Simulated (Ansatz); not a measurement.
Zr2O (Pn-3m), two-dimensional strain map

These are results of DFT PBEsol, scalar-relativistic, plane waves, PAW in Ansatz, not measurements. The runs took a 420 eV cutoff, a Γ-centred 10×10×10 mesh and Gaussian smearing (0.15 eV). No spin polarisation. Energies are free energies at this smearing, counted from the undisturbed cell; pressure is positive in compression.

Zero of the scan (relaxed at this level; it needn't be the usual structure):

```
CELL_PARAMETERS angstrom
4.80029 0.00000 0.00000
0.00000 4.80029 0.00000
0.00000 0.00000 4.80029
ATOMIC_POSITIONS crystal
Zr 0.25000 0.25000 0.75000
Zr 0.75000 0.25000 0.25000
Zr 0.25000 0.75000 0.25000
Zr 0.75000 0.75000 0.75000
O 0.00000 0.00000 0.00000
O 0.50000 0.50000 0.50000
```

The cell is strained by p along both x and y and by q along z, fractional coordinates fixed. Points are written (p, q).

Energy above the undisturbed cell in meV/atom (a dash: not computed):

```
 p \ q  -0.030  -0.015  0.000  0.015  0.030
-0.030    72.7    50.1   33.1   21.4   15.1
-0.015    31.7    17.4    8.0    3.7    4.1
 0.000     9.2     2.3    0.0    2.3    8.9
 0.015     3.7     3.5    7.5   15.8   28.1
 0.030    13.6    19.5   29.3   43.0   60.4
```

Pressure in GPa:

```
 p \ q  -0.030  -0.015  0.000  0.015  0.030
-0.030    15.6    12.6    9.7    7.0    4.5
-0.015     9.7     7.1    4.6    2.2    0.0
 0.000     4.5     2.2    0.0   -2.1   -4.0
 0.015     0.0    -2.1   -4.0   -5.8   -7.5
 0.030    -4.0    -5.8   -7.5   -9.0  -10.5
```